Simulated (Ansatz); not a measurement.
## Property card for Sn

Sn (simple hexagonal, P6/mmm), a = b = 3.273 Å, c = 3.056 Å, α = β = 90.00°, γ = 120.00°.

Space group P6/mmm (No. 191), simple hexagonal; conventional cell a = b = 3.2734 Å, c = 3.0557 Å, α = β = 90.00°, γ = 120.00°.

Method: the program Ansatz at the PBE level (PAW). Structure relaxed to zero pressure with the same functional. Other levels are named where they apply.

**Cell and energy**

```json
{
 "volume_per_atom": "28.35 Å³",
 "density": "6.95 g/cm³"
}
```

**Electronic structure**

```json
{
  "electronic_character": "metallic (no gap)",
  "Density of states at the Fermi level": "0.51 states/eV per atom (mean over ±0.08 eV)",
  "Gap with spin–orbit coupling": "none (metallic)"
}
```

**Mechanics**

```json
{
 "Bulk modulus (Birch–Murnaghan fit)": "47.8 GPa",
 "Pressure derivative B′": "4.8"
}
```

The start of the workflow was typed in or built on a structure type; neither database checked (COD, Materials Project) lists it. It is not the phase usual at ambient conditions (space group No. 141). The cell was relaxed with PBE under the symmetry of its start; its stability against distortions is not shown here. Axis ratios of metals converge slowly with the k-mesh, so a and c are less sure than the volume. Scalar-relativistic: spin–orbit coupling is off unless named, which matters more the heavier the elements.

Potentials: the later of the program's two PAW sets.
